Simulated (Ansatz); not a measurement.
TiS$_{2}$:
```xyz
3
Lattice="3.4160 0.0000 0.0000 -1.7080 2.9584 0.0000 0.0000 0.0000 6.5829" Properties=species:S:1:pos:R:3 pbc="T T T"
Ti     0.0000     0.0000     0.0000
S      0.0000     1.9723     1.4184
S      1.7080     0.9861     5.1645
```

Relaxed with PBE. Special points in fractions of this cell's reciprocal vectors: Γ (0.000, 0.000, 0.000); M (0.500, 0.000, 0.000); K (0.333, 0.333, 0.000); A (0.000, 0.000, 0.500); L (0.500, 0.000, 0.500); H (0.333, 0.333, 0.500).

List the band energies nearest the Fermi level at these points for plane-wave PAW PBE (Ansatz code).

In eV from the Fermi level; about four levels below and three above (degenerate sets whole), none deeper than 8.9 eV; points with the same levels are listed once.

```tsv
k	below	above
Γ	-4.83 -2.79 -2.79 -0.88	0.00 0.00 0.43 0.43
M	-2.85 -2.73 -2.14 -1.44	0.12 1.45 1.84
K	-4.08 -2.57 -2.47 -2.47	1.09 1.63 1.63
A	-2.79 -2.79 -1.89 -0.02 -0.02	0.42 0.42 1.27
L	-2.75 -1.73 -1.39 0.00	1.45 1.82 3.52
H	-3.99 -2.72 -2.36 -2.36	1.10 1.53 1.53
```

Space group P-3m1 (CdI2 type). The cell was relaxed with PBE under the symmetry of its start. No spin polarisation was allowed. The volume lies over 15 % above that of the usual cell of this phase: another minimum, or an error of the functional. A crystal of weakly bound layers computed without a dispersion correction: the cell and the soft elastic constants depend strongly on that. A small band overlap can be real or an error of a semilocal functional.

Potentials: the later of the program's two PAW sets.
